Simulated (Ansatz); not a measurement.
The cell is the one relaxed in the Materials Project (mp-697179), not relaxed further here; entries there can be hypothetical.

ZrH: DFT, r2SCAN, PAW with Ansatz's default frozen-core files, scalar-relativistic (Ansatz 0.2.0).

```yaml
crystal:
  lattice:
    - [3.2355806758, 0.0, 0.0]
    - [0.0, 3.2355806758, 0.0]
    - [0.0, 0.0, 5.0014745703]
  atoms:
    - { symbol: Zr, position: [0.0, 0.5, 0.5] }
    - { symbol: Zr, position: [0.5, 0.0, 0.0] }
    - { symbol: H, position: [0.5, 0.5, 0.25] }
    - { symbol: H, position: [0.5, 0.5, 0.75] }
kpoints:
  mp_grid: { grid: [10, 10, 7] }
  band_path:
    path:
      - [0.0, 0.0, 0.0]
      - [0.0, 0.5, 0.0]
      - [0.5, 0.5, 0.0]
      - [0.0, 0.0, 0.0]
      - [0.0, 0.0, 0.5]
      - [0.0, 0.5, 0.5]
      - [0.5, 0.5, 0.5]
      - [0.0, 0.0, 0.5]
      - [0.0, 0.5, 0.0]
    npoints: 8
scf:
  occupations: { method: fermi_dirac, width: 0.08 }
hamiltonian:
  xc: r2scan
  pseudopotentials: { kind: paw }
output:
  forces: true
  stress: true
  eigenvalues: true
  efg: { contact_densities: true }
  populations: true
  bader: true
  dos: { projected: true, de: 0.2, e_range: [-14, 8] }
```

Output:

```
Zr: output.efg is read without spin–orbit coupling, which moves field gradients at and beside such atoms by some per cent and up to a factor of two; PAW files take it under magnetization.noncollinear and magnetization.spin_orbit
Engine: ansatz 0.2.0
Pseudopotentials: kind: paw
Pseudopotential: Zr, paw, valence charge 12, recommended cutoff 500 eV (meta_gga)
Pseudopotential: H, paw, valence charge 1, recommended cutoff 500 eV (meta_gga)
Functional definition: r2SCAN
  parameter k0 = 0.174
  parameter k1 = 0.065
  parameter a1 = 4.9479
  exchange = r2scan_x(k0 = k0, k1 = k1, a1 = a1)
  correlation = r2scan_c
Crystal: 4 atoms, lattice volume = 52.360 Å³
Basis set: ecut = 500 eV, 1303 PW (Γ), exchange–correlation on 96×96×160 points (64 copies of the dense FFT grid, shifted against one another)
Bands: 17, of which v1, the nominal top of the filled ones, is band 13 counted from 1 (12 counted from 0)
Symmetry: 16 space group operations
Space group: P42/mmc (ITA 131), of the structure as read, at distance tolerance 3.7e-5 Å
k-points: 84 of 700
Non-local potential: Zr, projectors of the file, l = 0: 3, l = 1: 2, l = 2: 2, l = 3: 2
Non-local potential: H, projectors of the file, l = 0: 2, l = 1: 1
PAW form: soft (Blöchl's): semilocal exchange-correlation on the pseudo side does not see the compensation charge
PAW frozen core: Zr, regenerated for the run's functional (the file was generated under x = pbe(κ = 0.804, μ = 0.2195149727645171), c = pbe(β = 0.06672455060314922))
PAW one-centre angular grid: Zr, 590 points (default); XC on 160 Gauss nodes
PAW one-centre angular grid: H, 302 points (default); XC on 160 Gauss nodes
Initial density: superposition of atomic densities (neutral atoms: chi_scale 0, normalization atom), corrected by the library's trained network
Initial wavefunctions: pseudopotential atomic-orbital guess
Functional: x = r2scan, c = r2scan; τ floored in thin density (d = 2e-4 eV/Å³)
SCF iter   1: F=—  HF=-8423.878280 eV  |F-HF|=—  |Δ(HF+E_count)|=         —  Δρ=1.01e-2  dr2=5.69e-2  dr2_τ=2.61e-2  ethr=1.77e-3  ⟨swp⟩=4.9  Hψ=6019  notcnv=0
preconditioner: auto → Kerker (q_TF=auto, 2.428 Å⁻¹)  [metal: Δε(μ)=0.018 eV  Ē_g=5.348 eV  σ=0.080 eV  W_gap=0.06  n_scr=14 (ndim 8)  ℏωp=16.2 eV  f_vac=0.000  D(μ)=1.81/eV (n_scr^D=14)]
SCF iter   2: F=—  HF=-8423.931976 eV  |F-HF|=—  |Δ(HF+E_count)|=   5.37e-2  Δρ=6.68e-3  dr2=2.33e-2  dr2_τ=6.20e-4  ethr=2.19e-4  ⟨swp⟩=2.5  Hψ=3387  notcnv=0
SCF iter   3: F=—  HF=-8423.930589 eV  |F-HF|=—  |Δ(HF+E_count)|=   1.39e-3  Δρ=1.27e-3  dr2=6.93e-4  dr2_τ=1.01e-4  ethr=8.97e-5  ⟨swp⟩=2.0  Hψ=2603  notcnv=0
SCF iter   4: F=—  HF=-8423.930797 eV  |F-HF|=—  |Δ(HF+E_count)|=   2.08e-4  Δρ=5.39e-4  dr2=1.84e-4  dr2_τ=4.72e-6  ethr=2.67e-6  ⟨swp⟩=2.3  Hψ=2282  notcnv=0
SCF iter   5: F=—  HF=-8423.930800 eV  |F-HF|=—  |Δ(HF+E_count)|=   2.99e-6  Δρ=1.93e-4  dr2=2.34e-5  dr2_τ=4.41e-7  ethr=7.07e-7  ⟨swp⟩=1.5  Hψ=1621  notcnv=0
SCF iter   6: F=—  HF=-8423.930799 eV  |F-HF|=—  |Δ(HF+E_count)|=   1.21e-6  Δρ=5.56e-5  dr2=1.49e-6  dr2_τ=1.97e-8  ethr=9.01e-8  ⟨swp⟩=2.6  Hψ=2035  notcnv=0
SCF iter   7: F=-8423.930799 eV  HF=-8423.930799 eV  |F-HF|=8.62e-9  |Δ(HF+E_count)|=   7.25e-8  Δρ=1.15e-5  dr2=7.17e-8  dr2_τ=1.95e-9  ethr=3.85e-10  ⟨swp⟩=3.1  Hψ=5619  notcnv=0
SCF 1 converged in 7 iterations: F = -8423.930799 eV  dr2 = 7.17e-8
  greatest PAW one-centre occupation: 0.989 electrons in one spin orbital (limit 2), on the Zr atom at site 1 (counted from 0), in its partial waves of l = 0
NSCF: frozen V_eff on 65 k-points
SCF converged after 7 iterations
Free energy (F): -8423.930799 eV
Harris-Foulkes:  -8423.930799 eV  (|F-HF|=8.62e-9)
Internal energy: -8423.892420 eV  (E = F + TS)
E sigma→0 (E₀):  -8423.911610 eV
Entropy (-TS):   -0.038379 eV (-9.595 meV/atom)
Fermi energy:    12.774778 eV
--- Per-component energies (eV) ---
  E_band       = -240.267475
  E_kinetic    = 693.317046
  E_local      = -1321.156665  (includes V_loc(G=0)·N_el)
  E_nonlocal   = 160.550099
  E_hartree    = 406.130577
  E_xc         = -330.470351
  E_vxc        = -448.468462  (∫ρ·V_xc dr)
  E_paw        = -5942.584745  (= ΣΔE_a)
  E_vpaw       = -162.658556  (= ΣTr[D̂ρ^β])
  E_aug_tail   = -0.000948  (compensation charges beyond the density's cutoff)
  E_vtau       = 25.888510  (kinetic-family band-sum trace: ∫τ·v_τ [+ j·A + Jᵃ·Aᵃ] dr)
  E_ewald      = -2089.347951
  E_core_change = -0.329483  (= ΣΔE_core)
  E_smearing   = -0.038379  (= −TS)
  E_closure    = 0.000000  (closes the sum)
  Σ components = -8423.930799   (vs F -8423.930799, Δ=0.00e0)
--- Forces (eV/Å), atoms counted from 1 ---
  atom   1  Zr     0.00000000    -0.00000000     0.00000000
  atom   2  Zr     0.00000000    -0.00000000    -0.00000000
  atom   3  H      0.00000000     0.00000000     0.00000000
  atom   4  H     -0.00000000     0.00000000    -0.00000000
  max |Σ_I F_I| component: 2.17e-19 eV/Å
--- Stress (GPa, compression-positive) ---
        0.519852       0.000000       0.000000
        0.000000       0.519852      -0.000000
        0.000000      -0.000000      -0.460912
  P = ⅓ Tr σ = 0.1929 GPa (1.929 kbar)
--- PAW observables at the nuclei: V_zz in 10²¹ V/m², potentials from the cell's mean, atoms counted from 1 ---
  atom   1  Zr V_zz =    +6.731755   η = 0.0036   by run symmetry: allowed
            electrostatic potential = -5925.924502 V   contact ρ = 490161.430642 e/Å³
  atom   2  Zr V_zz =    +6.731755   η = 0.0036   by run symmetry: allowed
            electrostatic potential = -5925.924502 V   contact ρ = 490161.430642 e/Å³
  atom   3  H  V_zz =    +0.099225   η = 0.0000   by run symmetry: allowed
            electrostatic potential = -48.363744 V   contact ρ = 3.083446 e/Å³
  atom   4  H  V_zz =    +0.099225   η = 0.0000   by run symmetry: allowed
            electrostatic potential = -48.363744 V   contact ρ = 3.083446 e/Å³
--- Band table (eV; the first three rows and the last of 84) ---
  k-point 0: bands = ["-37.9412", "-37.8327", "-15.6124", "-15.0973", "-15.0973", "-14.9040", "-14.8672", "-14.8672", "3.7665", "8.7323", "9.6499", "9.7132", "12.8340", "13.6362", "13.6362", "15.1633", "16.4470"]
  k-point 1: bands = ["-37.9359", "-37.8381", "-15.5798", "-15.0898", "-15.0898", "-14.9419", "-14.8751", "-14.8751", "3.9292", "8.1051", "9.8287", "10.1480", "12.7447", "13.7517", "13.7517", "14.8737", "16.4959"]
  k-point 2: bands = ["-37.9209", "-37.8533", "-15.4874", "-15.0703", "-15.0703", "-15.0464", "-14.8953", "-14.8953", "4.4011", "7.0946", "10.1622", "10.8235", "12.4613", "14.0917", "14.0917", "14.1286", "16.3728"]
  k-point 83: bands = ["-37.7946", "-37.7946", "-15.6051", "-15.5077", "-15.3726", "-15.3024", "-15.1192", "-15.1192", "6.5999", "7.1918", "10.6236", "10.6236", "11.9575", "12.8190", "14.6441", "14.6441", "18.1045"]
--- Löwdin populations: 4 sites ---
  site symbol       q [e]
     0     Zr     11.7064
     1     Zr     11.7064
     2      H      1.1930
     3      H      1.1930
  spilling = 0.007739 (of n_electrons = 26.000000)
--- Bader charges: 4 sites ---
  site symbol  charge [e]  shift [e] shared [e]
     0     Zr      0.9009     0.0006     0.8897
     1     Zr      0.9008     0.0006     0.8896
     2      H     -0.8891     0.0006    -0.8896
     3      H     -0.8891     0.0006    -0.8896
  maxima off the nuclei: 2, with 0.0235 electrons
  on the straight line to a nucleus their density falls by 2.8e-4 of itself; PAW files or a low cutoff
  can make one that falls by little (a run on other files and one at a higher cutoff tell): if they did, read the shared
  charge, to which what the maxima have on the atom's side is counted
  estimated error of the sums over rays = 4.6e-4 e
```

populations.tsv:

```
# site	symbol	l	j	q
# orbitals = lowdin
# n_electrons = 26.000000
# spilling = 0.007739
0	Zr	0_4S	-	1.951845
0	Zr	0_5S	-	0.644425
0	Zr	1_4P	-	5.988239
0	Zr	2_4D	-	3.121928
1	Zr	0_4S	-	1.951845
1	Zr	0_5S	-	0.644425
1	Zr	1_4P	-	5.988239
1	Zr	2_4D	-	3.121928
2	H	0_1S	-	1.192956
3	H	0_1S	-	1.192956
```

bader_charges.tsv:

```
# site	symbol	x_ang	y_ang	z_ang	partial_charge_e	electrons	volume_ang3	relative_density_drop	shared_charge_e	partial_wave_shift_e
# quadrature_error_electrons = 4.6e-4
0	Zr	0.0000	1.6178	2.5007	0.90093	39.09907	19.22	-	0.88966	0.00062
1	Zr	1.6178	0.0000	0.0000	0.90082	39.09918	19.22	-	0.88956	0.00062
2	H	1.6178	1.6178	1.2504	-0.88911	1.88911	6.88	-	-0.88961	0.00062
3	H	1.6178	1.6178	3.7511	-0.88911	1.88911	6.88	-	-0.88961	0.00062
-	-	0.0000	0.0000	3.7511	-0.01176	0.01176	0.07	2.80e-4	-	-
-	-	0.0000	0.0000	1.2504	-0.01176	0.01176	0.07	2.80e-4	-	-
```
